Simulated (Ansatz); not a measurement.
C:
```
CELL_PARAMETERS angstrom
      2.60552     0.00000     0.00000
     -1.30276     2.25645     0.00000
      0.00000     0.00000     2.80077
ATOMIC_POSITIONS crystal
  C  0.50000 0.00000 0.00000
  C  0.00000 0.50000 0.66667
  C  0.50000 0.50000 0.33333
```

Relaxed with PBE. Special points in fractions of this cell's reciprocal vectors: Γ (0.000, 0.000, 0.000); M (0.500, 0.000, 0.000); K (0.333, 0.333, 0.000); A (0.000, 0.000, 0.500); L (0.500, 0.000, 0.500); H (0.333, 0.333, 0.500).

Problem. List the band energies nearest the valence-band maximum at these points for the program Ansatz at the PBE level (PAW).

Solution. In eV from the valence-band maximum; about four levels below and three above (degenerate sets whole), none deeper than 8.9 eV; points with the same levels are listed once.

```
k                          below                above
-  -----------------------------  -------------------
Γ  -8.04 -8.04 -6.58 -1.88 -1.88       6.82 6.82 9.36
M        -6.11 -5.68 -5.50 -4.22       1.94 4.11 8.12
K              -5.09 -3.46 -3.46       4.72 5.05 5.05
A         -3.13 -3.13 -1.61 0.00  4.92 4.92 7.25 7.25
L                    -4.47 -3.38      2.73 4.00 10.14
H                    -8.04 -8.04     8.72 10.41 10.41
```

Space group P6_222. The start of the workflow was typed in or built on a structure type; neither database checked (COD, Materials Project) lists it. It is not the phase usual at ambient conditions (space group No. 194, 227). The cell was relaxed with PBE under the symmetry of its start; its stability against distortions is not shown here.

Potentials: the earlier of the program's two PAW sets.
